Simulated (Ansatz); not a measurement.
Input and command of a plane-wave DFT calculation in Ansatz:

```yaml
crystal:
  lattice:
    - [3.7728923261, 0.0, 0.0]
    - [0.0, 3.7728923261, 0.0]
    - [0.0, 0.0, 3.7728923261]
  atoms:
    - { symbol: Ti, position: [0.0, 0.0, 0.0] }
    - { symbol: Rh, position: [0.0, 0.5, 0.5] }
    - { symbol: Rh, position: [0.5, 0.0, 0.5] }
    - { symbol: Rh, position: [0.5, 0.5, 0.0] }
basis:
  ecutwfc: 420
kpoints:
  mp_grid: { grid: [12, 12, 12] }
hamiltonian:
  xc: lda
scf:
  occupations: { method: fermi_dirac, width: 0.15 }
output:
  forces: true
  stress: true
  eigenvalues: true
relax:
  adjacent_minimum: "off"
  f_tol: 0.001
  max_steps: 60
  cell: { stress_tol: 0.02, p_target: 5.0 }
```

```bash
ansatz run input.yaml --threads 1 --pin off --max-ram 3072MiB --backend cpu --events-out ev --progress --plain --runs-dir out
```

Processor: Arm Neoverse V2, 1 thread, on a host shared with other jobs.

Q: Estimate time, memory and problem size.

A: About 39 s on 1 thread of Arm Neoverse V2, with other jobs on the host, peak memory 0.42 GiB. It solves 39 bands at 84 k points (the mesh reduced by symmetry) with about 1021 plane waves (on the last cell), in 33 SCF iterations over 5 ionic steps.
